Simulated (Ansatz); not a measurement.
Consider the following.

RuN (zinc blende, F-43m), a = b = c = 4.4708 Å, α = β = γ = 90.00°; the cell used has 2 atoms.

This is the LDA-relaxed structure.

### Question
All from plane-wave PAW LDA (Ansatz code), unless another level is named. Predict the electronic character.

### Answer
metallic (no gap).

### Question
And the formation energy from the elements (no fitted shifts)?

### Answer
0.041 eV/atom.

### Question
Give the density of states at the Fermi level.

### Answer
0.61 states/eV per atom (mean over ±0.08 eV).

The first step of the workflow began from a Materials Project structure, measured or hypothetical; the Crystallography Open Database copy checked does not list it. Whether it is the stable phase at ambient conditions was not checked. The cell was relaxed with LDA under the symmetry of its start; whether a distortion lowers the energy is not shown. The run is not spin-polarised. With an odd number of electrons in the cell and no spin polarisation, the count alone makes it a metal. The references are the lowest solids computed at this level, not always the standard phases (solids in place of the gases). Scalar-relativistic: spin–orbit coupling is off unless named, which matters more the heavier the elements.

Potentials: the later of the program's two PAW sets.
